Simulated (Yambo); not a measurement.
## Convergence of the G0W0 gap of SnS

G0W0@PBEsol for SnS (space group Cmcm, No. 63) in Yambo. Reference settings: 4×4×4 Γ-centred k mesh, 144 bands and a 7 Ry block in the screening, 144 bands in G with the Bruneval-Gonze terminator, plasmon pole fitted at 27.2 eV. The PBEsol gap (0, -0.5, 0) → (-0.5, -0.5, 0) on this mesh is 0.31 eV; G0W0 gaps are taken between the same points.

```tsv
change from the reference	G0W0 gap (0, -0.5, 0) → (-0.5, -0.5, 0) (eV)	shift of the valence edge (eV)
reference settings	0.64	-0.49
57 bands in G	0.63	-0.39
pole fitted at 40 eV	0.66	-0.56
2×2×2 mesh	0.58	-0.40
57 bands in G, no terminator	0.51	0.11
```

The reference isn't shown to be the converged limit. The mesh misses a band edge: along a dense path the PBEsol gap is 0.11 eV against 0.31 eV on the mesh.

Spin-orbit splittings are left out.

The standard potential for Sn keeps a d shell in the valence without the s and p states of that shell. In tests on such compounds this moved G0W0 gaps by up to about 0.9 eV, so absolute quasiparticle energies here are unreliable; differences between settings are what counts.

Geometry relaxed with PBE+D3(BJ); primitive cell a = b = 6.024 Å, c = 4.061 Å, α = β = 90.00°, γ = 140.70°.

This is not the ordinary phase of the substance.

A shift is the quasiparticle energy of the state minus its PBEsol energy.
